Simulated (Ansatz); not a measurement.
HfScTaN3 in space group P3m1 (No. 156; Pearson symbol hP6) at seven volumes, plane-wave PAW PBEsol (Ansatz code), shape and atoms relaxed at each. One row is withheld.

| V (Å³/atom) | P (GPa) |
|---|---|
| 9.945 | 32.23 |
| 10.273 | 19.73 |
| 10.601 | 9.08 |
| 10.928 | 0.00 |
| 11.256 | -7.73 |
| 11.584 | -14.32 |
| 11.912 | ? |

Question: Fit the shown pressures and predict the withheld one.

Answer: Third-order Birch–Murnaghan: P = (3/2)B₀(x^(7/2) − x^(5/2))[1 + (3/4)(B′ − 4)(x − 1)] with x = (V₀/V)^(2/3). Least squares on the six rows gives V₀ = 10.929 Å³/atom, B₀ = 278.9 GPa, B′ = 4.30. At V = 11.912, x = 0.9442 and P = -19.97 GPa. The run itself gave -19.92 GPa.

The start of the workflow was typed in or built on a structure type; neither database checked (COD, Materials Project) lists it. Whether it is the stable phase at ambient conditions was not checked. The PBEsol relaxation kept the symmetry of its start; its stability against distortions is not shown here. The run is not spin-polarised. Scalar-relativistic: spin–orbit coupling is off unless named, which matters more the heavier the elements.

Potentials: the later of the program's two PAW sets.
